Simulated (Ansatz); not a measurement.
InS:
```xyz
8
Lattice="4.8830 0.0000 0.0000 0.0000 10.5686 0.0000 0.0000 0.0000 3.9593" Properties=species:S:1:pos:R:3 pbc="T T T"
In     1.8452     6.5532     1.9797
In     3.0378     4.0154     1.9797
In     4.2867     9.2997     0.0000
In     0.5963     1.2689     0.0000
S      2.7423     8.9050     1.9797
S      2.1408     1.6636     1.9797
S      0.3007     6.9479     0.0000
S      4.5823     3.6207     0.0000
```

Relaxed with HSE06.

Task: Give the Bader charges and basin volumes of the independent atoms, the program Ansatz at the HSE06 level (PAW).

Result: 

| atom | Bader charge (e) | Bader volume (Å³) |
|---|---|---|
| In1 | +0.97 | 22.6 |
| S5 | -0.97 | 28.5 |

Space group Pnnm. The workflow started from a Materials Project entry (that database holds measured and hypothetical structures alike); the Crystallography Open Database files this formula in space group No. 58, but the cells were not matched. Whether it is the stable phase at ambient conditions was not checked. Symmetry was held in the HSE06 relaxation; whether a distortion lowers the energy is not shown.

Potentials: the later of the program's two PAW sets.
